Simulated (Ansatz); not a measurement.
MgF$_{2}$:
Space group P-3m1 (No. 164); a = 3.095 Å, b = 3.095 Å, c = 4.410 Å, α = 90.00°, β = 90.00°, γ = 120.00°

```csv
atom,site,symmetry,x,y,z
Mg,1a,-3m.,0.0000,0.0000,0.0000
F,2d,3m.,0.3333,0.6667,0.2135
```

Relaxed with DFT-PBE+D3(BJ) in the program Ansatz with PAW potentials. Indices refer to the conventional cell of P-3m1, a = b = 3.0946 Å, c = 4.4098 Å, α = β = 90.00°, γ = 120.00°.

### Question
Simulate the powder diffraction pattern (Ag Kα, λ = 0.560885 Å; lines above 1 %) up to 2θ = 30°.

### Answer
Simulated powder pattern, Ag Kα, λ = 0.560885 Å (kinematic, ideal powder, no thermal factors, no anomalous dispersion; the 30 strongest lines at most, above 1 %, up to 2θ = 30°):

| 2θ (°) | d (Å) | I/Imax (%) | hkl |
|---|---|---|---|
| 7.29 | 4.410 | 73 | (0001) |
| 12.01 | 2.680 | 1.6 | (1 0 -1 0) |
| 14.07 | 2.290 | 100 | (0 1 -1 1)+(1 0 -1 1) |
| 18.96 | 1.703 | 54 | (0 1 -1 2)+(1 0 -1 2) |
| 20.88 | 1.547 | 37 | (1 1 -2 0) |
| 22.15 | 1.460 | 19 | (1 1 -2 1) |
| 25.14 | 1.289 | 19 | (1 0 -1 3)+(0 1 -1 3) |
| 25.27 | 1.282 | 13 | (2 0 -2 1)+(0 2 -2 1) |
| 28.35 | 1.145 | 12 | (2 0 -2 2)+(0 2 -2 2) |
| 29.47 | 1.102 | 1.9 | (0004) |

The start of the workflow was typed in or built on a structure type; neither database checked (COD, Materials Project) lists it. It is not the phase usual at ambient conditions (space group No. 136). The PBE+D3(BJ) relaxation kept the symmetry of its start; its stability against distortions is not shown here.

Potentials: the earlier of the program's two PAW sets.
